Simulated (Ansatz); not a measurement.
Values for one crystal, relaxed and computed with r²SCAN in the plane-wave PAW code Ansatz; other levels are named.

Volume per atom: 24.21 Å³
Band gap: 1.97 eV (indirect)
Conduction-band minimum: off the standard path, at k = (-0.500, 0.339, -0.068) in fractions of the reciprocal vectors
Formation energy from the elements (no fitted shifts): -66 kJ/mol of atoms
Smallest direct gap on the standard path: 2.07 eV
Valence-band maximum: on the Y–Γ line, 67 % of the way from Y (k = 0.000, 0.167, 0.000 in fractions of the reciprocal vectors)

### Question
Which of these materials gives this?
(A) Ga2Sn2S5, Pna2_1 (Pearson symbol oP36)
(B) ZnS, NiAs type
(C) PbS, rock salt
(D) AlGa3N4, P-43m (Al on 1a, Ga on 3c, N on 4e)

### Answer
A, Ga2Sn2S5, Pna2_1 (Pearson symbol oP36)

The first step of the workflow began from a Materials Project structure, measured or hypothetical; the Crystallography Open Database files this formula in space group No. 33, but the cells were not matched. Its standing as an ambient phase is unchecked. The cell was relaxed with r²SCAN under the symmetry of its start; whether a distortion lowers the energy is not shown. The references are the lowest solids computed at this level, not always the standard phases. Scalar-relativistic: spin–orbit coupling is off unless named, which matters more the heavier the elements.

Potentials: the later of the program's two PAW sets.
